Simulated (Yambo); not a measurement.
**RhCuO$_{2}$: sweep of GW parameters**

G0W0@PBEsol for RhCuO₂ (space group R-3m, No. 166) in Yambo. Reference settings: 4×4×4 Γ-centred k mesh, bands 9 to 101 and a 8 Ry block in the screening, 101 bands in G with the Bruneval-Gonze terminator, plasmon pole fitted at 27.2 eV. The PBEsol gap F → (0.25, -0.5, -0.5) on this mesh is 1.18 eV; G0W0 gaps are taken between the same points.

```
change from the reference     G0W0 gap F → (0.25, -0.5, -0.5) (eV)  shift of the valence edge (eV)  rough Yambo cost
----------------------------  ------------------------------------  ------------------------------  ----------------
reference settings                                            1.91                            0.00                 1
47 bands in G                                                 1.93                           -0.02                 –
wavefunctions cut at 25 Ry                                    1.76                            0.58        about 1/10
47 bands in G, no terminator                                  1.98                            0.58                 –
no terminator                                                 1.92                            0.20                 –
```

The reference isn't shown to be the converged limit. Costs are rough (shared machines), scaled to the same edge states, and given only for runs that recompute the screening. The mesh misses a band edge: along a dense path the PBEsol gap is 0.68 eV against 1.18 eV on the mesh.

Spin-orbit splittings are left out. The 3d shell has no Hubbard U; the runs are without spin polarisation, and magnetic order was not tried.

Geometry relaxed with PBEsol; primitive cell a = b = c = 5.9097 Å, α = β = γ = 30.12°.

A shift is the quasiparticle energy of the state minus its PBEsol energy.
